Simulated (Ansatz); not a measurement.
Ag₂S in space group Cmce (No. 64; Ag on 8f, S on 4a) at seven volumes, DFT-LDA in the program Ansatz with PAW potentials, shape and atoms relaxed at each. One row is withheld.

```tsv
V (Å³/atom)	P (GPa)
15.524	?
16.036	6.32
16.548	2.87
17.060	-0.01
17.572	-2.41
18.083	-4.40
18.595	-6.07
```

### Question
Fit the shown pressures and predict the withheld one.

### Answer
P = (3/2)B₀(x^(7/2) − x^(5/2))[1 + (3/4)(B′ − 4)(x − 1)] with x = (V₀/V)^(2/3). Least squares on the six rows gives V₀ = 17.058 Å³/atom, B₀ = 87.5 GPa, B′ = 5.06. At V = 15.524, x = 1.0648 and P = 10.47 GPa. The run itself gave 10.46 GPa.

The workflow started from a Materials Project entry (that database holds measured and hypothetical structures alike); the Crystallography Open Database copy checked does not list it. COD files the formula under space group No. 4, 14, so this cell is another polymorph or a model. Whether it is the stable phase at ambient conditions was not checked. The LDA relaxation kept the symmetry of its start. At this level the phase is dynamically unstable (imaginary phonons). The run is not spin-polarised.

Potentials: the later of the program's two PAW sets.
